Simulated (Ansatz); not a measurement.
KI (rock salt, Fm-3m), a = b = c = 7.1823 Å, α = β = γ = 90.00°; the cell used has 2 atoms.

Relaxed with PBE.

Task: Which orbitals make up the states near the band edges in plane-wave PAW PBE (Ansatz code)?

Result: Top 1 eV of the valence band: I 5p 96 %. Bottom 1 eV of the conduction band: K 4s 76 %, I 5s 13 %, I 5p 7 %. Projections are on Löwdin-orthogonalised atomic valence shells; empty p or d shells of many metals are not among them.

Task: Tabulate the density of states.

Result: States/eV per cell of 2 atoms, in 0.25 eV bins, energy from the valence-band maximum.

```csv
E (eV),total,I 5p,K 4s,I 5s
-7.85,0.00,0.00,0.00,0.00
-7.60,0.00,0.00,0.00,0.00
-7.35,0.00,0.00,0.00,0.00
-7.10,0.00,0.00,0.00,0.00
-6.85,0.00,0.00,0.00,0.00
-6.60,0.00,0.00,0.00,0.00
-6.35,0.00,0.00,0.00,0.00
-6.10,0.00,0.00,0.00,0.00
-5.85,0.00,0.00,0.00,0.00
-5.60,0.00,0.00,0.00,0.00
-5.35,0.00,0.00,0.00,0.00
-5.10,0.00,0.00,0.00,0.00
-4.85,0.00,0.00,0.00,0.00
-4.60,0.00,0.00,0.00,0.00
-4.35,0.00,0.00,0.00,0.00
-4.10,0.00,0.00,0.00,0.00
-3.85,0.00,0.00,0.00,0.00
-3.60,0.00,0.00,0.00,0.00
-3.35,0.00,0.00,0.00,0.00
-3.10,0.00,0.00,0.00,0.00
-2.85,0.00,0.00,0.00,0.00
-2.60,0.00,0.00,0.00,0.00
-2.35,0.00,0.00,0.00,0.00
-2.10,0.00,0.00,0.00,0.00
-1.85,0.00,0.00,0.00,0.00
-1.60,0.00,0.00,0.00,0.00
-1.35,0.00,0.00,0.00,0.00
-1.10,1.64,1.38,0.24,0.00
-0.85,5.46,4.90,0.49,0.02
-0.60,3.33,3.20,0.07,0.01
-0.35,10.98,10.80,0.04,0.00
-0.10,2.60,2.57,0.00,0.00
0.15,0.00,0.00,0.00,0.00
0.40,0.00,0.00,0.00,0.00
0.65,0.00,0.00,0.00,0.00
0.90,0.00,0.00,0.00,0.00
1.15,0.00,0.00,0.00,0.00
1.40,0.00,0.00,0.00,0.00
1.65,0.00,0.00,0.00,0.00
1.90,0.00,0.00,0.00,0.00
2.15,0.00,0.00,0.00,0.00
2.40,0.00,0.00,0.00,0.00
2.65,0.00,0.00,0.00,0.00
2.90,0.00,0.00,0.00,0.00
3.15,0.00,0.00,0.00,0.00
3.40,0.00,0.00,0.00,0.00
3.65,0.00,0.00,0.00,0.00
3.90,0.01,0.00,0.01,0.00
4.15,0.08,0.00,0.06,0.01
4.40,0.13,0.01,0.10,0.02
4.65,0.21,0.02,0.16,0.03
4.90,0.31,0.03,0.22,0.03
5.15,0.75,0.04,0.32,0.04
5.40,1.64,0.06,0.47,0.04
5.65,2.56,0.07,0.58,0.04
5.90,2.68,0.07,0.68,0.03
6.15,2.41,0.07,0.63,0.02
6.40,1.93,0.07,0.64,0.02
6.65,1.96,0.08,0.57,0.01
6.90,2.64,0.09,0.58,0.01
7.15,2.89,0.07,0.41,0.00
7.40,3.80,0.05,0.23,0.00
7.65,2.82,0.03,0.11,0.00
7.90,2.89,0.01,0.03,0.00
8.15,5.53,0.02,0.03,0.00
8.40,5.10,0.02,0.03,0.00
8.65,4.07,0.01,0.02,0.00
```

Symmetry was held in the PBE relaxation; phonons on a q-mesh show no instability. Spin–orbit coupling is left out wherever it is not named.

Potentials: the later of the program's two PAW sets.
